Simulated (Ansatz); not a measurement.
BaCuTeF:
```cif
data_Ba2Cu2F2Te2
_chemical_formula_sum 'Ba2 Cu2 Te2 F2'
_space_group_name_H-M_alt 'P 1'
_space_group_IT_number 1
_cell_length_a 4.42003
_cell_length_b 4.42003
_cell_length_c 9.42706
_cell_angle_alpha 90.000
_cell_angle_beta 90.000
_cell_angle_gamma 90.000
loop_
_space_group_symop_operation_xyz
  'x, y, z'
loop_
_atom_site_label
_atom_site_type_symbol
_atom_site_fract_x
_atom_site_fract_y
_atom_site_fract_z
_atom_site_occupancy
Ba1 Ba 0.00000 0.50000 0.65668 1
Ba2 Ba 0.50000 0.00000 0.34332 1
Cu1 Cu 0.00000 0.00000 0.00000 1
Cu2 Cu 0.50000 0.50000 0.00000 1
Te1 Te 0.50000 0.00000 0.84024 1
Te2 Te 0.00000 0.50000 0.15976 1
F1 F 0.50000 0.50000 0.50000 1
F2 F 0.00000 0.00000 0.50000 1
```

Relaxed with r²SCAN.

Task: Which orbitals make up the states near the band edges in plane-wave PAW r²SCAN (Ansatz code)?

Result: Top 1 eV of the valence band: Te 5p 48 %, Cu 3d 44 %. Bottom 1 eV of the conduction band: Cu 4s 43 %, outside the projected shells 47 %. Projections are on Löwdin-orthogonalised atomic valence shells; empty p or d shells of many metals are not among them.

Task: Tabulate the density of states.

Result: States/eV per cell of 8 atoms, in 0.25 eV bins, energy from the valence-band maximum.

```csv
E (eV),total,Cu 3d,F 2p,Te 5p
-7.85,0.00,0.00,0.00,0.00
-7.60,0.00,0.00,0.00,0.00
-7.35,0.00,0.00,0.00,0.00
-7.10,0.00,0.00,0.00,0.00
-6.85,0.00,0.00,0.00,0.00
-6.60,0.00,0.00,0.00,0.00
-6.35,1.07,0.01,0.89,0.06
-6.10,22.47,0.03,20.42,0.41
-5.85,12.99,0.02,12.08,0.20
-5.60,11.47,0.02,10.80,0.16
-5.35,0.38,0.04,0.02,0.20
-5.10,2.80,0.31,0.16,1.46
-4.85,6.33,0.56,0.33,3.55
-4.60,3.71,0.40,0.19,2.09
-4.35,0.94,0.07,0.04,0.61
-4.10,0.83,0.10,0.02,0.54
-3.85,0.91,0.31,0.02,0.47
-3.60,18.46,7.44,0.21,9.94
-3.35,12.31,5.40,0.11,6.38
-3.10,1.33,0.35,0.02,0.90
-2.85,0.18,0.18,0.00,0.00
-2.60,4.42,4.34,0.00,0.03
-2.35,17.07,16.26,0.02,0.39
-2.10,23.85,22.77,0.01,0.62
-1.85,3.49,2.94,0.00,0.45
-1.60,4.54,3.46,0.01,0.87
-1.35,6.35,4.35,0.01,1.64
-1.10,5.90,3.24,0.02,2.22
-0.85,6.19,2.98,0.02,2.75
-0.60,5.05,2.06,0.03,2.54
-0.35,2.06,0.79,0.01,1.14
-0.10,0.92,0.33,0.00,0.55
0.15,0.00,0.00,0.00,0.00
0.40,0.00,0.00,0.00,0.00
0.65,0.00,0.00,0.00,0.00
0.90,0.00,0.00,0.00,0.00
1.15,0.00,0.00,0.00,0.00
1.40,0.11,0.00,0.00,0.00
1.65,0.29,0.01,0.00,0.01
1.90,0.41,0.01,0.00,0.02
2.15,0.77,0.02,0.00,0.03
2.40,2.60,0.06,0.01,0.15
2.65,8.00,0.12,0.05,0.58
2.90,6.62,0.09,0.04,0.55
3.15,3.21,0.03,0.02,0.24
3.40,7.85,0.08,0.04,0.62
3.65,4.42,0.03,0.02,0.16
3.90,5.33,0.03,0.03,0.10
4.15,5.20,0.03,0.03,0.10
4.40,6.52,0.03,0.04,0.14
4.65,8.29,0.03,0.05,0.21
4.90,6.39,0.02,0.03,0.18
5.15,7.44,0.02,0.04,0.24
5.40,6.49,0.02,0.04,0.18
5.65,6.48,0.01,0.04,0.19
5.90,7.19,0.01,0.04,0.21
```

Space group P4/nmm. The workflow started from a Materials Project entry (that database holds measured and hypothetical structures alike); the Crystallography Open Database copy checked does not list it. Whether it is the stable phase at ambient conditions was not checked. The cell was relaxed with r²SCAN under the symmetry of its start; phonons show weakly imaginary modes. The run is not spin-polarised. No Hubbard U is applied. Spin–orbit coupling is left out wherever it is not named.

Potentials: the earlier of the program's two PAW sets. The files were generated under PBE; for other functionals the program regenerates the frozen cores, and for LDA and PBEsol the local potential too.
